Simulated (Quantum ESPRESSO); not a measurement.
**Band energies of SrCl2**

```
CELL_PARAMETERS angstrom
      0.00000     3.45303     3.45303
      3.45303     0.00000     3.45303
      3.45303     3.45303     0.00000
ATOMIC_POSITIONS crystal
  Cl 0.75000 0.75000 0.75000
  Cl 0.25000 0.25000 0.25000
  Sr 0.00000 0.00000 0.00000
```

PBEsol (Quantum ESPRESSO, PseudoDojo norm-conserving, 68 Ry, with spin-orbit coupling); path ΓXWKΓLUWLK,UX; energies in eV from the valence-band maximum.

| k (1/Å) | point | band 24 | band 25 | band 26 | band 27 | band 28 | band 29 | band 30 | band 31 |
|---|---|---|---|---|---|---|---|---|---|
| 0.00 | Γ | -0.30 | 5.26 | 5.26 | 5.96 | 5.96 | 5.96 | 5.96 | 8.75 |
| 0.45 |  | -0.30 | 5.93 | 5.93 | 6.56 | 6.56 | 6.72 | 6.72 | 8.05 |
| 0.91 | X | 0.00 | 5.34 | 5.34 | 7.01 | 7.01 | 7.62 | 7.62 | 8.01 |
| 1.36 | W | -0.11 | 6.11 | 6.11 | 6.94 | 6.94 | 7.19 | 7.19 | 7.20 |
| 1.53 |  | -0.12 | 5.95 | 5.95 | 7.10 | 7.10 | 7.15 | 7.15 | 7.41 |
| 1.69 | K | -0.12 | 5.82 | 5.82 | 7.10 | 7.10 | 7.31 | 7.31 | 7.58 |
| 2.01 |  | -0.28 | 6.15 | 6.15 | 6.81 | 6.81 | 7.10 | 7.10 | 7.92 |
| 2.44 |  | -0.33 | 5.67 | 5.67 | 6.11 | 6.11 | 6.14 | 6.14 | 8.18 |
| 2.65 | Γ | -0.30 | 5.26 | 5.26 | 5.96 | 5.96 | 5.96 | 5.96 | 8.75 |
| 2.95 |  | -0.51 | 6.00 | 6.00 | 6.24 | 6.24 | 6.25 | 6.25 | 7.84 |
| 3.34 |  | -1.01 | 6.62 | 6.62 | 6.64 | 6.64 | 7.21 | 7.21 | 8.11 |
| 3.44 | L | -1.05 | 6.63 | 6.63 | 6.65 | 6.65 | 7.54 | 7.54 | 7.72 |
| 3.88 |  | -0.23 | 5.96 | 5.96 | 7.15 | 7.15 | 7.22 | 7.22 | 7.60 |
| 4.00 | U | -0.12 | 5.82 | 5.82 | 7.10 | 7.10 | 7.31 | 7.31 | 7.58 |
| 4.32 | W | -0.11 | 6.11 | 6.11 | 6.94 | 6.94 | 7.19 | 7.19 | 7.20 |
| 4.69 |  | -0.64 | 6.26 | 6.26 | 6.83 | 6.83 | 7.42 | 7.42 | 7.80 |
| 4.96 | L | -1.05 | 6.63 | 6.63 | 6.65 | 6.65 | 7.54 | 7.54 | 7.72 |
| 5.12 |  | -0.84 | 6.45 | 6.45 | 6.72 | 6.72 | 7.50 | 7.50 | 7.87 |
| 5.44 |  | -0.18 | 5.92 | 5.92 | 7.16 | 7.16 | 7.22 | 7.22 | 7.59 |
| 5.52 | K | -0.12 | 5.82 | 5.82 | 7.10 | 7.10 | 7.31 | 7.31 | 7.58 |
| 5.52 | U | -0.12 | 5.82 | 5.82 | 7.10 | 7.10 | 7.31 | 7.31 | 7.58 |
| 5.84 | X | 0.00 | 5.34 | 5.34 | 7.01 | 7.01 | 7.62 | 7.62 | 8.01 |

The PBEsol gap is indirect, 5.26 eV, from X to Γ; the smallest direct gap is 5.34 eV.

Geometry relaxed with PBEsol.
